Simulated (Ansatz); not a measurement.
SiC: do the settings matter for the field gradients?

Cell: a Materials Project structure (computed, not necessarily an observed phase), atoms as given.

```cif
data_SiC
_symmetry_space_group_name_H-M 'P6_3mc'
_symmetry_Int_Tables_number 186
_cell_length_a 3.0772
_cell_length_b 3.0772
_cell_length_c 20.1256
_cell_angle_alpha 90.000
_cell_angle_beta 90.000
_cell_angle_gamma 120.000
loop_
_atom_site_label
_atom_site_type_symbol
_atom_site_symmetry_multiplicity
_atom_site_Wyckoff_symbol
_atom_site_fract_x
_atom_site_fract_y
_atom_site_fract_z
Si1 Si 2 b 0.3333 0.6667 0.8752
Si2 Si 2 b 0.3333 0.6667 0.6250
Si3 Si 2 a 0.0000 0.0000 0.0001
Si4 Si 2 b 0.6667 0.3333 0.7501
C9 C 2 b 0.3333 0.6667 0.3441
C10 C 2 b 0.6667 0.3333 0.2187
C12 C 2 a 0.0000 0.0000 0.5938
C13 C 2 b 0.3333 0.6667 0.9689
```

One atom of each set is listed.

Reference run. Computed with Ansatz: DFT, PBE, plane waves and PAW (field gradients read without the response of the frozen cores, which leaves them typically 4 to 6 % off), scalar-relativistic, 420 eV cutoff, Γ-centred 10×10×2 k-points, Fermi–Dirac smearing 0.02 eV.

Problem. The input is changed as follows: `magnetization`: not typed → {spin_polarized: true, initial_magnetization: 1}; `scf.max_iter`: not typed → 80. What happens to V_zz (10²¹ V/m²) and η?

Solution. 

| site | V_zz reference | η reference | V_zz changed | η changed |
| --- | --- | --- | --- | --- |
| Si1 | 0.19 | 0.00 | 0.19 | 0.00 |
| Si2 | 0.16 | 0.00 | 0.16 | 0.00 |
| Si3 | 0.11 | 0.00 | 0.11 | 0.00 |
| Si4 | -0.095 | 0.00 | -0.095 | 0.00 |
| C9 | 0.21 | 0.00 | 0.21 | 0.00 |
| C10 | 0.052 | 0.00 | 0.052 | 0.00 |

All printed values agree. Sites with |V_zz| of 0.02 or less aren't listed. SCF iterations: 6 and 16. New warnings: seeded moment not kept.
